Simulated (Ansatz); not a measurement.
Pt (simple cubic, Pm-3m) under volume change, DFT-PBE in the program Ansatz with PAW potentials, scaled uniformly.

```csv
V (Å³/atom),E − E(relaxed) (meV/atom),P (GPa)
16.436,?,?
16.978,43.2,13.67
17.519,10.0,6.15
18.061,0.0,0.00
18.603,?,?
19.145,32.7,-9.10
19.687,69.5,-12.56
```

### Question
Fill in the missing entries.

### Answer

- 18.603, E − E(relaxed) (meV/atom): 8.7
- 18.603, P (GPa): -4.98
- 16.436, E − E(relaxed) (meV/atom): 104.3
- 16.436, P (GPa): 22.76

### Question
What does a third-order Birch–Murnaghan fit give for V₀, B₀ and B′?

### Answer
V₀ = 18.06 Å³/atom, B₀ = 185 GPa, B′ = 5.6.

The cell is a constructed one: a structure type filled with these elements; neither database checked (COD, Materials Project) lists it. It is not the phase usual at ambient conditions (space group No. 225). Symmetry was held in the PBE relaxation; whether a distortion lowers the energy is not shown. No spin polarisation was allowed. Spin–orbit coupling is left out wherever it is not named.

Potentials: the later of the program's two PAW sets.
